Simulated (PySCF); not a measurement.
PySCF single point, PBE/def2-TZVP, density fitting, IEF-PCM implicit methanol (electrostatics alone), on hydrosulfide, HS (SMILES [SH-]), charge -1, multiplicity 1.

```python
from pyscf import gto, scf, dft
mol = gto.M(atom='''
S      0.668335    -0.000003    -0.000002
H     -0.668335     0.000003     0.000002
''', basis='def2-TZVP', charge=-1, spin=0, verbose=3)
mf = dft.RKS(mol, xc='PBE')
mf = mf.density_fit()
mf = mf.PCM()
mf.with_solvent.method = 'IEF-PCM'
mf.with_solvent.eps = 32.66
mf.max_cycle = 100
e = mf.kernel()
print('converged', mf.converged)
print('E_total', e)
print('nao', mol.nao)
print('HOMO', mf.mo_energy[mf.mo_occ > 0].max())
mf.dip_moment()
```

Output:

```

WARN: PCM is an experimental feature. It is still in testing.
Features and APIs may be changed in the future.

converged SCF energy = -398.761694157656
converged True
E_total -398.76169415765617
nao 43
HOMO -0.1549006589814077

WARN: System has nonzero charge -1; the dipole moment is origin-dependent.
Location of origin: [0. 0. 0.]

Dipole moment(X, Y, Z, Debye): -3.94289,  0.00002,  0.00001
```

The total energy is -10850.86 eV, -3.08 eV from the same level's vacuum run.
